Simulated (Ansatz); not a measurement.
(100) slab cut from the bulk of WC, 15 Å of vacuum:

```xyz
8
Lattice="2.8471 0.0000 0.0000 0.0000 2.9218 0.0000 0.0000 0.0000 24.2779" Properties=species:S:1:pos:R:3 pbc="T T T"
W     0.0000    1.4609    7.5000
C     1.4235    1.4609    9.1869
W     0.0000    0.0000   10.0303
C     1.4235    0.0000   11.7172
W     0.0000    1.4609   12.5607
C     1.4235    1.4609   14.2475
W     0.0000    0.0000   15.0910
C     1.4235    0.0000   16.7779
```

Theory: Ansatz 0.2.0, DFT PBE, scalar-relativistic, plane waves, PAW. Plane waves to 420 eV, a k mesh through Γ of 12×12×1 on the computed 8-atom cell and Gaussian smearing (0.10 eV); no spin polarisation. A dipole correction removes the field between periodic images along c.

This base run converges in 12 iterations with a largest force of 2.713 eV/Å and a work function of 6.84 eV on the top face.

Settings are then changed, some of them on purpose to poor values; changes count from the base run, and γ keeps the base's bulk energy.

Q: What happens with k mesh 1×1×1?

A: It converges in 31 iterations; ΔE at zero smearing (meV/atom) +109.1, Δγ (J/m²) +0.841, largest force (eV/Å) 6.259.

Q: What happens with the slab 1 repeat of the bulk cell thinner?

A: It converges in 9 iterations; ΔE at zero smearing (meV/atom) +324.4, Δγ (J/m²) 0.000, Δφ top (eV) 0.00, largest force (eV/Å) 2.574.

Q: What happens with the slab 3 repeats of the bulk cell thinner?

A: It converges in 8 iterations; ΔE at zero smearing (meV/atom) +2375.5, Δγ (J/m²) -1.050, Δφ top (eV) -0.29, largest force (eV/Å) 4.970.

Q: What happens with functional r2SCAN (500 eV)?

A: It converges in 11 iterations; Δφ top (eV) +0.15, largest force (eV/Å) 2.744.

Q: What happens with occupations fermi-dirac 0.025 eV?

A: It converges in 12 iterations; ΔE at zero smearing (meV/atom) +0.2, Δγ (J/m²) +0.001, Δφ top (eV) -0.01, largest force (eV/Å) 2.721.

Settings at which electrons spill into the vacuum are left out.

Spin-orbit coupling is left out, which matters for the bands of heavy elements.
